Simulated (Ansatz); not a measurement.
BAs (CsCl type, Pm-3m) at seven volumes, r²SCAN in the plane-wave PAW code Ansatz, scaled uniformly. One row is withheld.

```json
[
 {"V (Å³/atom)": "11.534", "P (GPa)": "11.39"},
 {"V (Å³/atom)": "11.915", "P (GPa)": "7.06"},
 {"V (Å³/atom)": "12.295", "P (GPa)": "3.33"},
 {"V (Å³/atom)": "12.675", "P (GPa)": "0.00"},
 {"V (Å³/atom)": "13.055", "P (GPa)": "-2.94"},
 {"V (Å³/atom)": "13.436", "P (GPa)": "?"},
 {"V (Å³/atom)": "13.816", "P (GPa)": "-7.45"}
]
```

Task: Fit the shown pressures and predict the withheld one.

Result: P = (3/2)B₀(x^(7/2) − x^(5/2))[1 + (3/4)(B′ − 4)(x − 1)] with x = (V₀/V)^(2/3). Least squares on the six rows gives V₀ = 12.674 Å³/atom, B₀ = 102 GPa, B′ = 3.69. At V = 13.436, x = 0.9618 and P = -5.35 GPa. The run itself gave -5.39 GPa.

The cell is a constructed one: a structure type filled with these elements; neither database checked (COD, Materials Project) lists it. It is not the phase usual at ambient conditions (space group No. 216). The cell was relaxed with r²SCAN under the symmetry of its start; whether a distortion lowers the energy is not shown.

Potentials: the later of the program's two PAW sets.
